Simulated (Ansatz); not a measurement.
NiSi₂ (fluorite type, space group Fm-3m)

```xyz
3
Lattice="0.0000 2.7220 2.7220 2.7220 0.0000 2.7220 2.7220 2.7220 0.0000" Properties=species:S:1:pos:R:3 pbc="T T T"
Ni     0.0000     0.0000     0.0000
Si     1.3610     1.3610     1.3610
Si     4.0830     4.0830     4.0830
```

Grid over V/V₀ and (c/a)/(c/a)₀, subscript 0 meaning the relaxed cell; the conventional c axis lies along z; no internal relaxation.

Method: PBE (plane waves to 420 eV, PAW, scalar-relativistic; Ansatz, an electronic-structure program). k mesh 15×15×15 (Γ-centred), Fermi-Dirac smearing 0.05 eV. Compression counts positive. With partly filled bands, the response to shear is sensitive to the k mesh, so small differences along c/a are uncertain. NiSi2 is run without spin polarisation. NiSi2 was relaxed with its symmetry unable to fall. The PAW data are Ansatz's earlier set.

At one point of the scan the stress tensor (GPa) is:

```
   -8.6      0.0      0.0
    0.0     -8.6      0.0
    0.0      0.0    -10.5
```

Question: Which point is it?
A) V/V₀ = 1.000, (c/a)/(c/a)₀ = 1.020
B) V/V₀ = 1.080, (c/a)/(c/a)₀ = 1.040
C) V/V₀ = 1.040, (c/a)/(c/a)₀ = 1.040
D) V/V₀ = 1.080, (c/a)/(c/a)₀ = 0.980

Answer: B, V/V₀ = 1.080, (c/a)/(c/a)₀ = 1.040

(Under strain, the slope of the energy per volume gives the stress and its curvature an elastic modulus.)
